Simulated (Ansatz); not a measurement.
A geometry of Bi$_{2}$Se$_{3}$ away from equilibrium: the start of the relaxation of a generated cell, Bi2Se3 placed in the A-La2O3 structure type. Computed with r2SCAN (plane waves to 500 eV, PAW, scalar-relativistic; Ansatz, a quantum-chemistry and plane-wave program). Γ-centred k-mesh 6×6×3 on the run's cell (coarser than for final values), Fermi–Dirac smearing 0.05 eV.

```xyz
5
Lattice="4.7394 0.0000 0.0000 -2.3697 4.1044 0.0000 0.0000 0.0000 7.3847" Properties=species:S:1:pos:R:3 pbc="T T T"
Bi     0.0000     2.7363     1.8218
Bi     2.3697     1.3681     5.5629
Se     0.0000     0.0000     0.0000
Se     0.0000     2.7363     4.7779
Se     2.3697     1.3681     2.6068
```

Question: Give the Cartesian forces on all atoms (eV/Å).

Answer: 
```csv
atom,Fx,Fy,Fz
Bi1,0.00,0.00,-0.58
Bi2,0.00,0.00,0.58
Se3,0.00,0.00,0.00
Se4,0.00,0.00,-0.34
Se5,0.00,0.00,0.34
```

Question: What is the pressure?

Answer: +1.3 GPa, compression positive.

Question: How much energy per atom can still be gained by relaxing?

Answer: 0.19 eV/atom; the path ends in P-3m1 (No. 164).

No spin polarisation in the result.

The run could not lose the symmetry of its start: the end is stationary, and may be a saddle point rather than a minimum.

The end of the path is a generated cell of Bi2Se3: the first start was made by placing the elements on the sites of a structure type, and the end was not matched to a known phase here, so it may be hypothetical. Known forms of Bi2Se3 include space group No. 166.
